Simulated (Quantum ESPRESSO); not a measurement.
Ca2ZnMgO4, input and log of a self-consistent run

Simulated, not a measurement. The program is pw.x of Quantum ESPRESSO 7.5 (plane-wave density functional theory). The cell is made up: 8 atoms on a rocksalt lattice, with randomly drawn elements, strain and displacements, not relaxed. PseudoDojo standard norm-conserving files (v0.5 for PBE, v0.4.1 for LDA and PBEsol) set the functional; there is no spin polarisation, spin-orbit coupling or dispersion term, and the masses in the input are unused placeholders.

Input:

```
&control calculation='scf', pseudo_dir='./dojo.nc.sr.pbe.v0_5.standard.upf', outdir='./o', disk_io='medium', tprnfor=.true., tstress=.true. /
&system ibrav=0, nat=8, ntyp=4, nbnd=43, ecutwfc=84.00895049, nosym=.true., tot_charge=0,
 occupations='smearing', smearing='fd', degauss=0.0018374661
/
&electrons conv_thr=7.350e-09, electron_maxstep=60, /
ATOMIC_SPECIES
Ca 1.0 Ca.upf
Mg 1.0 Mg.upf
O 1.0 O.upf
Zn 1.0 Zn.upf
CELL_PARAMETERS angstrom
4.5196 -0.0602 -0.0727
-0.0602 4.4026 -0.0167
-0.0734 -0.0169 4.5128
ATOMIC_POSITIONS angstrom
Ca 0.1312 0.052 -0.0173
Zn -0.0427 2.1827 2.2553
Mg 2.2387 -0.0361 2.2132
Ca 2.1653 2.2146 0.0333
O 2.2433 -0.0702 -0.0277
O 2.204 2.1482 2.194
O 4.5118 -0.0525 2.2507
O 4.4215 2.0996 -0.132
K_POINTS automatic
4 4 4 1 1 1
```

The log is shortened where brackets say so; the opening notice, blank lines, dates and the lines on written files are dropped, and the path of the files is cut. It prints rydbergs, bohrs and kilobars, and counts compression as positive stress.

```
     Program PWSCF v.7.5
     Parallel version (MPI & OpenMP), running on       1 processor cores
     Number of MPI processes:                 1
     Threads/MPI process:                     1
     [start-up lines left out]
     bravais-lattice index     =            0
     lattice parameter (alat)  =       8.5427  a.u.
     unit-cell volume          =     605.6926 (a.u.)^3
     number of atoms/cell      =            8
     number of atomic types    =            4
     number of electrons       =        74.00
     number of Kohn-Sham states=           43
     kinetic-energy cutoff     =      84.0090  Ry
     charge density cutoff     =     336.0358  Ry
     scf convergence threshold =      7.3E-09
     mixing beta               =       0.7000
     number of iterations used =            8  plain     mixing
     Exchange-correlation= PBE
                           (   1   4   3   4   0   0   0)
     [axes and pseudopotential details left out]
   Cartesian axes
     site n.     atom                  positions (alat units)
         1        Ca     tau(   1) = (   0.0290228   0.0115029  -0.0038269  )
         2        Zn     tau(   2) = (  -0.0094457   0.4828357   0.4988955  )
         3        Mg     tau(   3) = (   0.4952235  -0.0079857   0.4895826  )
         4        Ca     tau(   4) = (   0.4789866   0.4898923   0.0073663  )
         5        O      tau(   5) = (   0.4962410  -0.0155290  -0.0061275  )
         6        O      tau(   6) = (   0.4875475   0.4752039   0.4853354  )
         7        O      tau(   7) = (   0.9980566  -0.0116135   0.4978780  )
         8        O      tau(   8) = (   0.9780813   0.4644531  -0.0291998  )
     number of k points=    32  Fermi-Dirac smearing, width (Ry)=  0.0018
                       cart. coord. in units 2pi/alat
        k(    1) = (   0.1288225   0.1305961   0.1278000), wk =   0.0625000
        k(    2) = (   0.1328653   0.1316016   0.3783008), wk =   0.0625000
     [further k points left out]
     Dense  grid:    62969 G-vectors     FFT dimensions: (  50,  50,  50)
     Estimated max dynamical RAM per process >      86.37 MB
     Initial potential from superposition of free atoms
     starting charge      73.9892, renormalised to      74.0000
     Starting wfcs are   41 randomized atomic wfcs +    2 random wfcs
     total cpu time spent up to now is        3.9 secs
     per-process dynamical memory:    49.8 Mb
     Self-consistent Calculation
     iteration #  1     ecut=    84.01 Ry     beta= 0.70
     Davidson diagonalization with overlap
     ethr =  1.00E-02,  avg # of iterations =  6.8
     total cpu time spent up to now is       17.6 secs
     total energy              =    -823.66084556 Ry
     estimated scf accuracy    <       2.13317533 Ry
     iteration #  2     ecut=    84.01 Ry     beta= 0.70
     Davidson diagonalization with overlap
     ethr =  2.88E-03,  avg # of iterations =  4.0
     total cpu time spent up to now is       30.8 secs
     total energy              =    -823.99189024 Ry
     estimated scf accuracy    <       3.61929908 Ry
     iteration #  3     ecut=    84.01 Ry     beta= 0.70
     Davidson diagonalization with overlap
     ethr =  2.88E-03,  avg # of iterations =  3.3
     total cpu time spent up to now is       45.9 secs
     total energy              =    -824.69543491 Ry
     estimated scf accuracy    <       0.03493219 Ry
     iteration #  4     ecut=    84.01 Ry     beta= 0.70
     Davidson diagonalization with overlap
     ethr =  4.72E-05,  avg # of iterations =  7.5
     total cpu time spent up to now is       62.6 secs
     total energy              =    -824.71495846 Ry
     estimated scf accuracy    <       0.03962534 Ry
     iteration #  5     ecut=    84.01 Ry     beta= 0.70
     Davidson diagonalization with overlap
     ethr =  4.72E-05,  avg # of iterations =  2.0
     total cpu time spent up to now is       72.8 secs
     total energy              =    -824.72019665 Ry
     estimated scf accuracy    <       0.00324001 Ry
     [iterations 6 to 7 left out]
     iteration #  8     ecut=    84.01 Ry     beta= 0.70
     Davidson diagonalization with overlap
     ethr =  1.60E-07,  avg # of iterations =  2.0
     total cpu time spent up to now is      103.7 secs
     total energy              =    -824.72097382 Ry
     estimated scf accuracy    <       0.00002067 Ry
     iteration #  9     ecut=    84.01 Ry     beta= 0.70
     Davidson diagonalization with overlap
     ethr =  2.79E-08,  avg # of iterations =  3.0
     total cpu time spent up to now is      117.2 secs
     total energy              =    -824.72097829 Ry
     estimated scf accuracy    <       0.00000075 Ry
     iteration # 10     ecut=    84.01 Ry     beta= 0.70
     Davidson diagonalization with overlap
     ethr =  1.01E-09,  avg # of iterations =  4.7
     total cpu time spent up to now is      135.5 secs
     total energy              =    -824.72097862 Ry
     estimated scf accuracy    <       0.00000058 Ry
     iteration # 11     ecut=    84.01 Ry     beta= 0.70
     Davidson diagonalization with overlap
     ethr =  7.89E-10,  avg # of iterations =  2.0
     total cpu time spent up to now is      147.0 secs
     total energy              =    -824.72097865 Ry
     estimated scf accuracy    <       0.00000010 Ry
     iteration # 12     ecut=    84.01 Ry     beta= 0.70
     Davidson diagonalization with overlap
     ethr =  1.38E-10,  avg # of iterations =  2.9
     total cpu time spent up to now is      158.7 secs
     End of self-consistent calculation
     [lines on levels left out]
!    total energy              =    -824.72097867 Ry
     estimated scf accuracy    <          1.4E-09 Ry
     smearing contrib. (-TS)   =       0.00000000 Ry
     internal energy E=F+TS    =    -824.72097867 Ry
     The total energy is F=E-TS. E is the sum of the following terms:
     one-electron contribution =    -439.22916208 Ry
     hartree contribution      =     252.35902472 Ry
     xc contribution           =    -124.61699467 Ry
     ewald contribution        =    -513.23384665 Ry
     convergence has been achieved in  12 iterations
     Forces acting on atoms (cartesian axes, Ry/au):
     atom    1 type  1   force =    -0.07992092   -0.04139749    0.02504922
     atom    2 type  4   force =    -0.01006989    0.00303036    0.00722341
     atom    3 type  2   force =     0.01164773    0.00079231    0.01235768
     atom    4 type  1   force =     0.03442953   -0.03234365   -0.04200725
     atom    5 type  3   force =     0.04192907    0.03325661    0.00472036
     atom    6 type  3   force =    -0.00630428    0.00174267    0.02834315
     atom    7 type  3   force =    -0.00000504   -0.00624111   -0.04282309
     atom    8 type  3   force =     0.00829381    0.04116031    0.00713651
     Total force =     0.143512     Total SCF correction =     0.000130
     Computing stress (Cartesian axis) and pressure
          total   stress  (Ry/bohr**3)                   (kbar)     P=      129.81
   0.00075849   0.00011608   0.00019905          111.58       17.08       29.28
   0.00011608   0.00116377   0.00002565           17.08      171.20        3.77
   0.00019905   0.00002565   0.00072494           29.28        3.77      106.64
     init_run     :      3.37s CPU      3.87s WALL (       1 calls)
     electrons    :    140.15s CPU    155.37s WALL (       1 calls)
     forces       :      2.27s CPU      2.31s WALL (       1 calls)
     stress       :      8.92s CPU      8.99s WALL (       1 calls)
     [timing details left out]
     PWSCF        :   2m34.87s CPU   2m50.81s WALL
     JOB DONE.
```

In other units: free energy -11220.901 eV for the cell, pressure 12.98 GPa, largest force component 2.055 eV/Å. A rerun of the same cell at another strain at 1437 eV and a 6 x 6 x 6 mesh moved values by no more than 0.002 eV in energy, 0.04 GPa in stress and 0.006 eV/Å in force.